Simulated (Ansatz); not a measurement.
Here is the system:

Mg:
```cif
data_Mg24
_chemical_formula_sum 'Mg24'
_space_group_name_H-M_alt 'Fd-3m :1'
_space_group_IT_number 227
_space_group_name_Hall 'F 4d 2 3 -1d'
_cell_length_a 8.24353
_cell_length_b 8.24353
_cell_length_c 8.24353
_cell_angle_alpha 90.000
_cell_angle_beta 90.000
_cell_angle_gamma 90.000
loop_
_atom_site_label
_atom_site_type_symbol
_atom_site_symmetry_multiplicity
_atom_site_Wyckoff_symbol
_atom_site_fract_x
_atom_site_fract_y
_atom_site_fract_z
_atom_site_occupancy
Mg1 Mg 8 a 0.00000 0.00000 0.00000 1
Mg2 Mg 16 d 0.62500 0.62500 0.62500 1
```
(The calculation used a cell of 6 atoms; values per cell refer to that cell.)

This is the PBEsol-relaxed structure.

Question: All from plane-wave PAW PBEsol (Ansatz code), unless another level is named. Estimate the Debye temperature from the elastic constants.

Answer: 384 K.

Question: Predict the elastic constants (relaxed ions, GPa).

Answer: C11 = 56.9, C12 = 24.5, C44 = 21.1.

The start of the workflow was typed in or built on a structure type; neither database checked (COD, Materials Project) lists it. It is not the phase usual at ambient conditions (space group No. 194). Symmetry was held in the PBEsol relaxation; its stability against distortions is not shown here. As this level gives no gap, shear constants depend on the k-mesh and smearing (Fermi–Dirac, 0.1 eV here).

Potentials: the later of the program's two PAW sets.
